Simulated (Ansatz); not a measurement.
Si:
```yaml
crystal:
  lattice:
    - [0.00000, 2.70088, 2.70088]
    - [2.70088, 0.00000, 2.70088]
    - [2.70088, 2.70088, 0.00000]
  atoms:
    - { symbol: Si, position: [0.50000, 0.50000, 0.50000] }
    - { symbol: Si, position: [0.75000, 0.75000, 0.75000] }
```

Relaxed with LDA. Special points in fractions of this cell's reciprocal vectors: Γ (0.000, 0.000, 0.000); X (0.500, 0.000, 0.500); U (0.625, 0.250, 0.625); K (0.375, 0.375, 0.750); L (0.500, 0.500, 0.500); W (0.500, 0.250, 0.750).

List the band energies nearest the valence-band maximum at these points for LDA in the plane-wave PAW code Ansatz.

In eV from the valence-band maximum; about four levels below and three above (degenerate sets whole), none deeper than 8.9 eV; points with the same levels are listed once.

```tsv
k	below	above
Γ	0.00 0.00 0.00	2.53 2.53 2.53
X	-7.88 -7.88 -2.90 -2.90	0.58 0.58 10.10 10.10
U	-8.28 -7.28 -4.41 -2.46	1.08 4.06 7.47
L	-7.07 -1.21 -1.21	1.48 3.29 3.29
W	-7.70 -7.70 -3.95 -3.95	4.18 4.18 4.98 4.98
```

Space group Fd-3m (diamond). The LDA relaxation kept the symmetry of its start.

Potentials: the earlier of the program's two PAW sets. The files were generated under PBE; for other functionals the program regenerates the frozen cores, and for LDA and PBEsol the local potential too.
